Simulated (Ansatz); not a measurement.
Polymorphs of N, each relaxed with r²SCAN (plane waves, PAW; program Ansatz):

A: P6_3/mmc
a = b = 3.8297 Å, c = 8.1616 Å, α = β = 90.00°, γ = 120.00°

| atom | site | symmetry | x | y | z |
|---|---|---|---|---|---|
| N | 4f | 3m. | 0.3333 | 0.6667 | 0.1830 |

B: α-N2 (Pa-3)
a = b = c = 5.7760 Å, α = β = γ = 90.00°

| atom | site | symmetry | x | y | z |
|---|---|---|---|---|---|
| N | 8c | .3. | 0.0546 | 0.0546 | 0.0546 |

Order them by energy per atom at 0 K (lowest first) at the level r²SCAN.

B (+0 meV/atom), A (+8 meV/atom)

Give each one's gap.

A 8.16 eV; B 8.28 eV.

Not the usual ambient phase: A. Gas or liquid at ambient conditions: A; B. Weakly bound layers, chains or molecules computed without a dispersion correction, so cells and soft constants are ill determined: A; B. All cells were relaxed under the symmetry of their starts (and spin orders); stability against distortions was not tested throughout.

Energies hold the estimated change up to a 700 eV cutoff; steps of a few meV lie near the error of the meshes.

Potentials: the later of the program's two PAW sets.
